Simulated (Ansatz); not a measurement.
Sc₃TlB (anti-perovskite)

```yaml
crystal:
  lattice:
    - [4.63267, 0.00000, 0.00000]
    - [0.00000, 4.63267, 0.00000]
    - [0.00000, 0.00000, 4.63267]
  atoms:
    - { symbol: Sc, position: [0.00000, 0.50000, 0.50000] }
    - { symbol: Sc, position: [0.50000, 0.00000, 0.50000] }
    - { symbol: Sc, position: [0.50000, 0.50000, 0.00000] }
    - { symbol: Tl, position: [0.00000, 0.00000, 0.00000] }
    - { symbol: B, position: [0.50000, 0.50000, 0.50000] }
```

The slice is a {100} plane (indices of the conventional cell) through the point (0.500, 0.500, 0.500) (fractional), spanned by u = [100] and v = [010] in vectors of this cell: u (4.63 Å) and v (4.63 Å, at 90° to u). It covers one period; positions are fractions (u, v).

The numbers are results of PBEsol (plane waves to 420 eV, PAW, scalar-relativistic; Ansatz, a program for electronic structure), not measurements. k mesh 10×10×10. Inside the PAW spheres the values are not all-electron values, and peaks at nuclei hang on which shells count as valence. Sc3TlB is run without spin polarisation. Sc3TlB was relaxed with its symmetry unable to fall. Spin-orbit coupling is left out, though Tl is heavy.

Three fields on this plane, each scaled to ten steps between its own extremes (0 low, 9 high; the total valence density on a logarithmic scale, the potential cut 8 eV below its top; x marks points blanked near nuclei; v = 0 in the bottom row):

Map A
```
|xxxxx1xxxxxxxxx1xxxx|
|xxxx430xxxxxxx034xxx|
|xxxx650xxxxxxx056xxx|
|xx4676300xxx0036764x|
|01356654200024566531|
|xx00356655455665300x|
|xxxx0467777777640xxx|
|xxxx0257889887520xxx|
|xxxxx05789998750xxxx|
|xxxxx04799999740xxxx|
|xxxxx05789998750xxxx|
|xxxx0257889887520xxx|
|xxxx0467777777640xxx|
|xx00356655455665300x|
|01356654200024566531|
|xx4676300xxx0036764x|
|xxxx650xxxxxxx056xxx|
|xxxx430xxxxxxx034xxx|
|xxxxx1xxxxxxxxx1xxxx|
|xxxxx0xxxxxxxxx0xxxx|
```

Map B
```
|xxxxx3xxxxxxxxx3xxxx|
|xxxx931xxxxxxx139xxx|
|xxxx941xxxxxxx149xxx|
|xx9985101xxx1015899x|
|33345410000000145433|
|xx11111100000111111x|
|xxxx0011222221100xxx|
|xxxx1002344432001xxx|
|xxxxx00244544200xxxx|
|xxxxx00245554200xxxx|
|xxxxx00244544200xxxx|
|xxxx1002344432001xxx|
|xxxx0011222221100xxx|
|xx11111100000111111x|
|33345410000000145433|
|xx9985101xxx1015899x|
|xxxx941xxxxxxx149xxx|
|xxxx931xxxxxxx139xxx|
|xxxxx3xxxxxxxxx3xxxx|
|xxxxx3xxxxxxxxx3xxxx|
```

Map C
```
|xxxxx9xxxxxxxxx9xxxx|
|xxxx989xxxxxxx989xxx|
|xxxx866xxxxxxx668xxx|
|xx9865447xxx7445689x|
|99865322233322235689|
|xx96421000000012469x|
|xxxx4200000000024xxx|
|xxxx7200000000027xxx|
|xxxxx30000000003xxxx|
|xxxxx30000000003xxxx|
|xxxxx30000000003xxxx|
|xxxx7200000000027xxx|
|xxxx4200000000024xxx|
|xx96421000000012469x|
|99865322233322235689|
|xx9865447xxx7445689x|
|xxxx866xxxxxxx668xxx|
|xxxx989xxxxxxx989xxx|
|xxxxx9xxxxxxxxx9xxxx|
|xxxxx9xxxxxxxxx9xxxx|
```

Question: Assign the maps to these fields: electron localisation function (ELF); valence electron density; electrostatic potential energy of an electron, from the cell's mean.

Answer: A is the electrostatic potential energy of an electron, from the cell's mean; B is the electron localisation function (ELF); C is the valence electron density.
